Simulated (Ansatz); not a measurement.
## TiC (Fm-3m), tetragonal deformation path

The calculation used DFT r2SCAN, scalar-relativistic, plane waves, PAW (Ansatz). Cutoff 500 eV, Γ-centred 26×26×26 k-points, Gaussian smearing of 0.15 eV. No spin polarisation. Energies are free energies at this smearing, counted from the undisturbed cell; pressure is positive in compression.

Zero of the scan (relaxed at this level):

```
Ti C
1.0
     0.00000    2.16400    2.16400
     2.16400    0.00000    2.16400
     2.16400    2.16400    0.00000
Ti C
1 1
Direct
  0.00000 0.00000 0.00000
  0.50000 0.50000 0.50000
```

At fixed volume and fractional coordinates, lengths along (0.000, 0.000, 1.000) are scaled against those across it; ρ is that ratio over its starting value. The cell is metallic on the mesh throughout.

```csv
ρ,ΔE (meV/atom)
0.707,1563.6
0.850,274.7
1.000,0.0
1.200,248.1
1.414,903.2
```

(1) Predict the pressure (GPa) at each point.

Answers

(1)
```
    ρ  pressure (GPa)
0.707            56.7
0.850            13.3
1.000             0.0
1.200            15.5
1.414            54.1
```

Cost: 5 runs of about 6.7 core-minutes in all, on Intel Xeon Processor @ 2.50GHz (Skylake/Cascade Lake) (shared hosts).